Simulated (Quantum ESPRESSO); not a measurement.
GeSiAlO5F, convergence and cost over cutoff and k mesh

A calculation, not a measurement. The program is pw.x of Quantum ESPRESSO 7.5 (plane-wave density functional theory). The cell is made up: 9 atoms on a corundum lattice with one site empty, with randomly drawn elements, strain and displacements, not relaxed. PseudoDojo standard norm-conserving files (v0.5 for PBE, v0.4.1 for LDA and PBEsol) set the functional; there is no spin polarisation, spin-orbit coupling or dispersion term, and the masses in the input are unused placeholders.

Input of the run in row 4:

```
&control calculation='scf', pseudo_dir='./dojo.nc.sr.pbe.v0_5.standard.upf', outdir='./o', disk_io='low', tprnfor=.true., tstress=.true. /
&system ibrav=0, nat=9, ntyp=5, nbnd=35, ecutwfc=84.00895049, nosym=.true., tot_charge=0,
 occupations='smearing', smearing='fd', degauss=0.0018374661
/
&electrons conv_thr=7.350e-09, electron_maxstep=60, /
ATOMIC_SPECIES
Al 1.0 Al.upf
F 1.0 F.upf
Ge 1.0 Ge.upf
O 1.0 O.upf
Si 1.0 Si.upf
CELL_PARAMETERS angstrom
2.3189 1.3022 4.1461
-2.4372 1.3339 4.201
-0.0317 -2.7555 4.2115
ATOMIC_POSITIONS angstrom
Ge -0.0822 0.0308 1.7564
Si -0.1187 -0.1063 8.1472
Al -0.1015 -0.1145 10.6617
O -0.9066 1.3222 7.4226
O -0.7874 -1.5428 7.4136
O 1.5546 0.0787 7.2458
O 0.8292 -1.3623 5.2696
O 0.6538 1.401 5.2642
F -1.7407 -0.1212 5.1459
K_POINTS automatic
6 6 6 1 1 1
```

The same cell was run at these settings. Meshes are shifted by half a step, and differences are from the last row, which is itself not exact.

| cutoff (eV) | k mesh | k points solved | threshold (eV) | free energy less the last row's (eV) | pressure (GPa) | largest stress difference (GPa) | largest force difference (eV/Å) | iterations | wall time (s) | k-point pools | processor |
| --- | --- | --- | --- | --- | --- | --- | --- | --- | --- | --- | --- |
| 800 | 2 x 2 x 2 | 4 | 1e-04 | 1.673 | -21.62 | 28.10 | 0.075 | 8 | 12 | 4 | Intel Xeon, older |
| 1143 | 1 x 1 x 1 | 1 | 1e-07 | -1.926 | 1.38 | 7.15 | 0.602 | 12 | 21 | 4 | Intel Xeon, older |
| 675 | 6 x 6 x 6 | 108 | 1e-07 | 10.520 | -118.77 | 125.87 | 0.346 | 11 | 99 | 4 | Intel Xeon, older |
| 1143 | 6 x 6 x 6 | 108 | 1e-07 | 0.002 | 6.27 | 0.03 | 0.000 | 11 | 197 | 4 | Intel Xeon, older |
| 1437 | 8 x 8 x 8 | 256 | 1e-07 | 0.000 | 6.31 | 0.00 | 0.000 | 11 | 630 | 4 | Intel Xeon, older |

Each pool is one process. Wall times include start-up and a band step at six k points, which weighs most on the coarsest meshes. The runs were on shared virtual cores whose load varied, so times are rough.